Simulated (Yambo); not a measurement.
Yambo run on SrBrOH (space group C2/m, No. 12). The wavefunctions are norm-conserving LDA (Quantum ESPRESSO, 84 Ry, no spin-orbit coupling) ones on a 4×4×2 mesh (24 occupied bands); a = b = 5.9506 Å, c = 7.4368 Å, α = β = 105.60°, γ = 42.76°.

Yambo input:

```
rim_cut
HF_and_locXC
RandQpts= 1000000
RandGvec= 1 Ry
EXXRLvcs= 84 Ry
VXCRLvcs= 336 Ry
% QPkrange
 1 | 1 | 24 | 25 |
 2 | 2 | 24 | 25 |
 5 | 5 | 24 | 25 |
 6 | 6 | 24 | 25 |
 13 | 13 | 24 | 25 |
 14 | 14 | 24 | 25 |
%
```

k points by index: 1 = Γ, 2 = (0, 0, -0.5), 5 = (0, -0.5, 0), 6 = (0, -0.5, -0.5), 13 = (-0.5, -0.5, 0), 14 = (-0.5, -0.5, -0.5).

The o-*.hf file then holds:

```
#    K-point    Band    Eo [eV]    Ehf [eV]    Vxc [eV]    Vnlxc [eV]
#
    1    24    0.000000    -4.437671    -14.99284    -19.43051
    1    25    3.951649    8.210092    -8.409435    -4.150992
    2    24    -0.073342    -4.786108    -15.63733    -20.35010
    2    25    5.228087    9.506420    -9.173595    -4.895263
    5    24    -0.379475    -5.229730    -15.63402    -20.48428
    5    25    5.695083    10.21001    -9.215083    -4.700158
    6    24    -0.334109    -5.059934    -15.41155    -20.13738
    6    25    5.493067    10.07616    -8.358389    -3.775296
    13    24    -0.165647    -3.947432    -12.69703    -16.47882
    13    25    5.185756    9.637069    -8.575443    -4.124130
    14    24    -0.154425    -3.981534    -12.90646    -16.73357
    14    25    5.461134    9.908985    -8.408451    -3.960601
```
Exchange alone, without screening.

Geometry of the Materials Project entry, not relaxed at this level.

The structure is a Materials Project entry; no match was found in the copy of COD used, and its stability was not checked.
